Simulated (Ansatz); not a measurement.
**Calculated O-17 NMR of the central transition for NaCaLaS₃O₁₂**

Cell: a computed structure from the Materials Project (it need not be an observed phase), atoms as given.

Space group R3c:H (No. 161); a = 9.3486, c = 25.0076 Å, γ = 120.00°.

| site | Wyckoff | site symmetry | x | y | z |
| --- | --- | --- | --- | --- | --- |
| Na | 6a | 3. | 0.0000 | 0.0000 | 0.4958 |
| Ca | 6a | 3. | 0.0000 | 0.0000 | 0.3498 |
| La | 6a | 3. | 0.0000 | 0.0000 | 0.6495 |
| S | 18b | 1 | 0.6606 | 0.6276 | 0.5842 |
| O13 | 18b | 1 | 0.9794 | 0.1960 | 0.2986 |
| O19 | 18b | 1 | 0.0157 | 0.7994 | 0.7018 |
| O25 | 18b | 1 | 0.1790 | 0.2007 | 0.4125 |
| O31 | 18b | 1 | 0.8119 | 0.7956 | 0.5878 |

One atom of each set is listed; the run and its k-mesh use a cell of 36 atoms with edges of 9.93, 9.93, 9.93 Å.

All values are calculated (Ansatz; DFT, r2SCAN, plane waves and PAW, scalar-relativistic, 500 eV cutoff, Γ-centred 3×3×3 k-points, Fermi–Dirac smearing 0.02 eV), not measured.

O-17 has I = 5/2 and Q = -25.58 mb (Pyykkö 2018); at 7.05 T its Larmor frequency is ν₀ = 40.7 MHz. Only the quadrupole interaction is simulated: positions count from each site's isotropic chemical shift, and J coupling is left out, as are shift anisotropy and dipolar coupling, which fast spinning averages.

Question: Give C_Q, η, the quadrupolar product P_Q = |C_Q|(1 + η²/3)^½, the second-order isotropic shift and the breadth of the pattern (fast magic-angle spinning) for each O site.

Answer: 

```tsv
site	first shell	C_Q (MHz)	η	P_Q (MHz)	δ_QIS (ppm)	breadth (kHz)
O13	1 S at 1.47 Å; also 1 Ca at 2.32 Å	-8.63	0.07	8.64	-270	24.0
O19	1 S at 1.49 Å; also 1 La at 2.35 Å	-8.61	0.01	8.61	-269	23.5
O25	1 S at 1.48 Å; also 1 Ca at 2.38 Å, 1 Na at 2.74 Å	-8.70	0.11	8.72	-275	24.8
O31	1 S at 1.50 Å; also 1 La at 2.40 Å, 1 Na at 2.95 Å	-8.74	0.09	8.75	-277	24.8
```

δ_QIS = −(ν_Q²/30ν₀²)[I(I+1) − 3/4](1 + η²/3) × 10⁶ ppm with ν_Q = 3|C_Q|/[2I(2I−1)]; it falls as 1/B₀² in ppm, and the breadth as 1/B₀ in kHz.

The broadest static pattern spans 64 kHz. The table holds for spinning faster than that; slower spinning leaves sidebands.

At O13, O19, O25 and O31 V_zz points along its bond to S (within 2°) in each case.

The largest force is 0.6 eV/Å, so the atoms aren't at the calculated equilibrium and relaxing them would move these values.

Hardware: 1 thread of Arm Neoverse N1 (aarch64; 8 cores open to the job, memory cap 2.5 GiB, no GPU), a shared host with a load of 0.8 a core. Wall time 8.1 min, CPU time 8.1 min, peak memory 2.1 GiB.
